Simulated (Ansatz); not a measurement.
A scan (energy over volume and axial ratio; atoms clamped) gave these values. Computed with PBEsol (plane waves to 420 eV, PAW, scalar-relativistic; Ansatz, a quantum-chemistry and plane-wave program).

The modulus against c/a change at fixed volume, (3/4V)·∂²E/∂(ln c/a)² (fit, atoms clamped) is 172 GPa, an upper bound as the atoms could relax.

Question: Of these crystals, all scanned alike, which one is it?
A) ZrO₂ (tetragonal-ZrO2 type, space group P4_2/nmc)
B) WC (WC type, space group P-6m2)
C) MgTe (wurtzite)

Answer: A, ZrO₂ (tetragonal-ZrO2 type, space group P4_2/nmc). The others have, for the modulus against c/a change at fixed volume, (3/4V)·∂²E/∂(ln c/a)²: WC 368 GPa, MgTe 32 GPa

All were relaxed with their symmetry unable to fall. Spin-orbit coupling is left out. This is a high-temperature form of ZrO2. WC is run without spin polarisation. ZrO2 is run without spin polarisation. As the atoms are clamped, bonds stretch with the cell, which overstates energies and stresses.

(Under strain, the slope of the energy per volume gives the stress and its curvature an elastic modulus.)
